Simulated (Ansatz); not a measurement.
As in space group I4_132 (No. 214; As on 8a) at seven volumes, plane-wave PAW PBE (Ansatz code), scaled uniformly. One row is withheld.

```csv
V (Å³/atom),P (GPa)
38.861,3.56
40.143,2.19
41.424,1.00
42.705,0.00
43.986,?
45.267,-1.58
46.548,-2.17
```

Task: Fit the shown pressures and predict the withheld one.

Result: Third-order Birch–Murnaghan: P = (3/2)B₀(x^(7/2) − x^(5/2))[1 + (3/4)(B′ − 4)(x − 1)] with x = (V₀/V)^(2/3). Least squares on the six rows gives V₀ = 42.708 Å³/atom, B₀ = 30.63 GPa, B′ = 4.44. At V = 43.986, x = 0.9805 and P = -0.85 GPa. The run itself gave -0.84 GPa.

The start of the workflow was typed in or built on a structure type; neither database checked (COD, Materials Project) lists it. It is not the phase usual at ambient conditions (space group No. 166). The PBE relaxation kept the symmetry of its start; whether a distortion lowers the energy is not shown. The volume moved by 59 % from the start of the relaxation.

Potentials: the later of the program's two PAW sets.
